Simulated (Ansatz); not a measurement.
AlAg:
```xyz
4
Lattice="1.4255 -5.2223 0.0000 1.4255 5.2223 0.0000 0.0000 0.0000 4.5075" Properties=species:S:1:pos:R:3 pbc="T T T"
Ag     1.4255    -1.7232     1.1269
Al     1.4255    -4.4516     1.1269
Ag     1.4255     1.7232     3.3806
Al     1.4255     4.4516     3.3806
```

Relaxed with r²SCAN. Special points in fractions of this cell's reciprocal vectors: Γ (0.000, 0.000, 0.000); Y (-0.500, 0.500, 0.000); C0 (-0.269, 0.731, 0.000); Σ0 (0.269, 0.269, 0.000); Z (0.000, 0.000, 0.500); A0 (0.269, 0.269, 0.500); E0 (-0.269, 0.731, 0.500); T (-0.500, 0.500, 0.500); S (0.000, 0.500, 0.000); R (0.000, 0.500, 0.500).

### Question
List the band energies nearest the Fermi level at these points for DFT-r²SCAN in the program Ansatz with PAW potentials.

### Answer
In eV from the Fermi level; about four levels below and three above (degenerate sets whole), none deeper than 8.9 eV; points with the same levels are listed once.

```json
[
 {"k": "Γ", "below": "-3.79 -3.29 -3.28 -0.62", "above": "2.91 3.97 4.66"},
 {"k": "Y", "below": "-5.00 -1.10 -0.89 -0.65", "above": "1.76 2.79 5.21"},
 {"k": "C0", "below": "-5.44 -4.54 -3.07 -2.97", "above": "1.20 1.56 1.94"},
 {"k": "Z", "below": "-3.04 -3.04 -0.17 -0.17", "above": "6.75 6.75 10.14 10.14"},
 {"k": "A0", "below": "-2.40 -2.40 -0.11 -0.11", "above": "3.44 3.44 4.09 4.09"},
 {"k": "T", "below": "-5.04 -5.04 -4.84 -4.84", "above": "5.20 5.20 5.45 5.45"},
 {"k": "S", "below": "-3.94 -3.25 -2.31 -0.18", "above": "1.73 2.36 3.11"},
 {"k": "R", "below": "-3.43 -3.43 -1.70 -1.70", "above": "0.67 0.67 1.45 1.45"}
]
```

Space group Cmcm. The start of the workflow was typed in or built on a structure type; neither database checked (COD, Materials Project) lists it. Whether it is the stable phase at ambient conditions was not checked. The cell was relaxed with r²SCAN under the symmetry of its start; whether a distortion lowers the energy is not shown. The run is not spin-polarised. Spin–orbit coupling is left out wherever it is not named.

Potentials: the later of the program's two PAW sets.
